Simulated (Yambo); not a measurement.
Yambo run on Mg2Ge (anti-fluorite, space group Fm-3m, No. 225). The wavefunctions are norm-conserving PBE (stringent potentials; Quantum ESPRESSO, 124 Ry, without SOC) ones on a 4×4×4 mesh (21 occupied bands); a = b = c = 4.499 Å, α = β = γ = 60.00°.

Yambo input:

```
rim_cut
HF_and_locXC
RandQpts= 1000000
RandGvec= 1 Ry
EXXRLvcs= 124 Ry
VXCRLvcs= 496 Ry
% QPkrange
 1 | 1 | 21 | 22 |
 3 | 3 | 21 | 22 |
 7 | 7 | 21 | 22 |
 8 | 8 | 21 | 22 |
%
```

k points by index: 1 = Γ, 3 = L, 7 = X, 8 = W.

Table of the .hf output:

```
#    K-point    Band    Eo [eV]    Ehf [eV]    Vxc [eV]    Vnlxc [eV]
#
    1    21    0.000000    -1.195412    -11.40514    -12.60055
    1    22    1.088474    4.927724    -11.26095    -7.421699
    3    21    -0.740989    -2.221996    -11.20044    -12.68144
    3    22    1.042226    4.771439    -10.73132    -7.002110
    7    21    -2.028605    -4.086590    -10.57841    -12.63640
    7    22    0.135487    3.376747    -8.154603    -4.913344
    8    21    -2.729305    -4.749365    -9.734408    -11.75447
    8    22    2.789517    6.516804    -9.185675    -5.458388
```
Exchange alone, without screening.

Geometry relaxed with PBEsol.
